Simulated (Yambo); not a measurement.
Input:

```
NaF
1.0
    0.00000     2.31367     2.31367
    2.31367     0.00000     2.31367
    2.31367     2.31367     0.00000
F Na
1 1
Direct
  0.50000   0.50000   0.50000
  0.00000   0.00000   0.00000
```

Workflow: PBEsol (Quantum ESPRESSO, PseudoDojo norm-conserving, 88 Ry, no spin-orbit coupling), then G0W0 in Yambo (6×6×6 Γ-centred k mesh, bands 2 to 93 and a 14 Ry block in the screening, 93 bands in G with the Bruneval-Gonze terminator, plasmon pole fitted at 27.2 eV).

Question: Give the PBEsol and G0W0 gaps between the band edges found on this mesh, and say where the edges lie.

Answer: Edges: Γ → Γ. PBEsol: 6.22 eV; G0W0: 10.78 eV. Convergence of the G0W0 settings was not tested. 

Geometry relaxed with PBEsol.
